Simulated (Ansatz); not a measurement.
Input:

ZrN:
```xyz
4
Lattice="3.1635 0.0000 0.0000 -1.5817 2.7396 0.0000 0.0000 0.0000 5.4391" Properties=species:S:1:pos:R:3 pbc="T T T"
Zr     0.0000     1.8264     1.3598
Zr     1.5817     0.9132     4.0793
N      0.0000     0.0000     0.0000
N      0.0000     0.0000     2.7195
```

This is the PBEsol-relaxed structure. Tensor components refer to the Cartesian frame of this cell.

Problem. All from PBEsol (plane waves, PAW; program Ansatz), unless another level is named. Give the Debye temperature from the elastic constants.

Solution. 675 K.

Problem. Next, the elastic constants (relaxed ions, GPa)?

Solution. C11 = 505, C12 = 149, C13 = 132, C33 = 546, C44 = 128.

Space group P6_3/mmc (NiAs type). The workflow started from a Materials Project entry (that database holds measured and hypothetical structures alike); the Crystallography Open Database copy checked does not list it. It is not the phase usual at ambient conditions (space group No. 225). Symmetry was held in the PBEsol relaxation; whether a distortion lowers the energy is not shown. The run is not spin-polarised. As this level gives no gap, shear constants depend on the k-mesh and smearing (Fermi–Dirac, 0.1 eV here).

Potentials: the later of the program's two PAW sets.
